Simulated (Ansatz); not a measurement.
Ag$_{2}$S:
Space group P2₁2₁2₁ (No. 19); a = 4.3666 Å, b = 6.7611 Å, c = 7.0677 Å, α = 90.00°, β = 90.00°, γ = 90.00°

```json
[
 {"atom": "Ag", "site": "4a", "symmetry": "1", "x": "0.4932", "y": "0.2278", "z": "0.1390"},
 {"atom": "Ag", "site": "4a", "symmetry": "1", "x": "0.1618", "y": "0.3855", "z": "0.4596"},
 {"atom": "S", "site": "4a", "symmetry": "1", "x": "0.1217", "y": "0.0045", "z": "0.3378"}
]
```

Relaxed at zero pressure with PBEsol in the plane-wave PAW code Ansatz.

### Question
The volume is lowered by 3 % and shape and atoms relax at that volume. What pressure results, and how do the axes share the change?

### Answer
3.1 GPa; a -0.5 %, b -1.1 %, c -1.4 %; the energy rises by 5 meV/atom.

### Question
Give the new structure.

### Answer

Space group P2₁2₁2₁ (No. 19); a = 4.3430 Å, b = 6.6870 Å, c = 6.9693 Å, α = 90.00°, β = 90.00°, γ = 90.00°

| atom | site | symmetry | x | y | z |
|---|---|---|---|---|---|
| Ag | 4a | 1 | 0.4938 | 0.2280 | 0.1390 |
| Ag | 4a | 1 | 0.1616 | 0.3851 | 0.4622 |
| S | 4a | 1 | 0.1208 | 0.0046 | 0.3357 |

The phase is kept; no other phase was compared at this pressure.

Space group P2_12_12_1. The first step of the workflow began from a Materials Project structure, measured or hypothetical; the Crystallography Open Database copy checked does not list it. COD files the formula under space group No. 4, 14. Its standing as an ambient phase is unchecked. The cell was relaxed with PBEsol under the symmetry of its start; whether a distortion lowers the energy is not shown. The run is not spin-polarised.

Potentials: the later of the program's two PAW sets.
